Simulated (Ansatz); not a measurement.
Polymorphs of CdIn2O4

11 relaxations of CdIn2O4 ended in 9 distinct structures. All values below come from r2SCAN (plane waves to 500 eV, PAW, scalar-relativistic; Ansatz, a program for electronic structure).

| # | space group | Pearson | type | E − E(lowest) (eV/atom) | V (Å³/atom) | gap (eV, no SOC) | coordination | runs ending here |
|---|---|---|---|---|---|---|---|---|
| 1 | Fd-3m | cF56 | spinel type | 0.000 | 13.91 | 1.57 | In 6 (octahedral), Cd 4 (tetrahedral), O 4 (tetrahedral) | 1 |
| 2 | Imm2 | oI14 | – | 0.097 | 12.95 | 0.96 | – | 2 |
| 3 | C2/m | mS14 | – | 0.137 | 16.08 | 1.12 | – | 1 |
| 4 | I-4 | tI14 | AFLOW prototype A2BC4_tI14_82_bc_a_g (E3, as in Al2CdS4) | 0.297 | 17.88 | 1.31 | – | 1 |
| 5 | R-3m | hR7 | – | 0.60 | 14.50 | 0.00 | – | 1 |
| 6 | I4/mmm | tI14 | AFLOW prototype AB2C4_tI14_139_a_e_ce (as in La2CuO4) | 0.82 | 14.08 | 0.00 | – | 1 |
| 7 | I4/mmm | tI14 | – | 0.87 | 12.87 | 0.00 | – | 1 |
| 8 | Imm2 | oI14 | – | 1.23 | 16.60 | 0.00 | – | 2 |
| 9 | I4/mmm | tI14 | – | 1.79 | 16.60 | 0.00 | – | 1 |

Coordination numbers (neighbours up to the widest gap in distance over summed covalent radii, below 1.35; n+m marks a second, longer set; metal–metal contacts left out). Fd-3m, cF56, spinel type is the lowest of the structures calculated here.

CdIn2O4 has the cubic space group Fd-3m, origin choice 1 (No. 227), the spinel structure, Pearson symbol cF56. Lattice parameters: a = 9.201 Å, b = 9.201 Å, c = 9.201 Å, α = 90.00°, β = 90.00°, γ = 90.00°. In on 16d is surrounded by 6 O at 2.186 Å (octahedral). Cd on 8a sees 4 O at 2.201 Å (tetrahedral). O on 32e is surrounded by 3 In at 2.186 Å and 1 Cd at 2.201 Å (tetrahedral). (Neighbours: up to the widest gap in distance over summed covalent radii, below 1.35, at either atom; cation-cation and far metal-metal contacts left out.)
(The calculation used a cell of 14 atoms; values per cell refer to that cell.)

Probably no minimum, since a slightly shaken restart fell lower: I-4, tI14, AFLOW prototype A2BC4_tI14_82_bc_a_g (E3, as in Al2CdS4) (by 0.20 eV/atom, to Imm2); R-3m, hR7 (by 0.50 eV/atom, to Imm2); I4/mmm, tI14 (by 0.73 eV/atom, to C2/m). 1 run with a doubtful electronic state, a coarser numerical grid, an end not at rest or a source that can't be used is left out. Each run could gain symmetry but not lose that of its start, so entries can be saddle points. From databases, or of a type measured for this composition: Fd-3m, cF56, spinel type; the others are generated cells (placed on structure types, drawn at random, substituted or restacked) that were not matched to a known phase here. Static energies at zero pressure. The runs use different k-meshes, so differences are rounded accordingly. No spin polarisation in the result. Gaps of cells over 8 atoms come from the SCF mesh and high-symmetry points alone.
